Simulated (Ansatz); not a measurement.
**NaBOF₂: ²³Na nuclear quadrupole resonance**

Cell: a computed structure from the Materials Project (it need not be an observed phase), atoms as given.

```xyz
30
Lattice="5.9801 -3.4770 0.0000 5.9801 3.4770 0.0000 -3.7922 0.0000 8.6477" Properties=species:S:1:pos:R:3 pbc="T T T"
Na    1.0939    1.7385    4.3239
Na    2.9900   -1.7385    0.0000
Na    3.3090   -1.9155    8.6317
Na    2.9628   -1.9155    4.3399
Na    4.8589    1.9155    0.0160
Na    5.2051    1.9155    4.3079
B     3.1359    2.0110    6.4858
B     5.0320   -2.0110    2.1619
B     4.3995   -0.1739    6.4481
B     1.8724   -0.1739    6.5235
B     3.7685    0.1739    2.1997
B     6.2956    0.1739    2.1242
O     4.3531    1.2630    6.4393
O     1.9188    1.2630    6.5323
O     3.8149   -1.2630    2.2084
O     6.2492   -1.2630    2.1155
O     3.1359   -0.8520    6.4858
O     5.0320    0.8520    2.1619
F     5.1887   -0.6040    7.6307
F     1.0832   -0.6040    5.3409
F     2.9793    0.6040    1.0171
F     7.0848    0.6040    3.3068
F     3.1786    2.9168    7.6531
F     3.0933    2.9168    5.3185
F     4.9894   -2.9168    0.9946
F     5.0747   -2.9168    3.3293
F     5.1654   -0.6381    5.2950
F     1.1065   -0.6381    7.6766
F     3.0026    0.6381    3.3528
F     7.0615    0.6381    0.9711
```

Atoms are numbered from 1 in the order listed; like atoms form one site, named after its first atom.

The numbers come from a DFT calculation in Ansatz (PBE, plane waves and PAW, scalar-relativistic, 420 eV cutoff, Γ-centred 4×4×3 k-points, Fermi–Dirac smearing 0.02 eV).

²³Na: I = 3/2, Q = 104.0 mb (year-2017 value). Static lattice, zero field.

Sites with a gradient: Na1 (atoms 1, 2; 2 O at 2.40 Å, 6 F at 2.41–2.55 Å); Na3 (atoms 3, 4, 5, 6; 6 F at 2.33–2.74 Å, 2 O at 2.39–2.40 Å).

Problem. The simulated spectrum has lines at 1.10, 1.31 MHz. Sort them into the sets that belong together, and say which site each set most likely comes from.

Solution. For I = 3/2 there is one line, ν = (|C_Q|/2)(1 + η²/3)^½. Na1: 1.31 MHz (|C_Q| = 2.52 MHz, η = 0.48). Na3: 1.10 MHz (|C_Q| = 2.15 MHz, η = 0.37).

The sites follow from the calculation. Like point charges on the first shell alone (each adding as 1/d³) would give the same order.
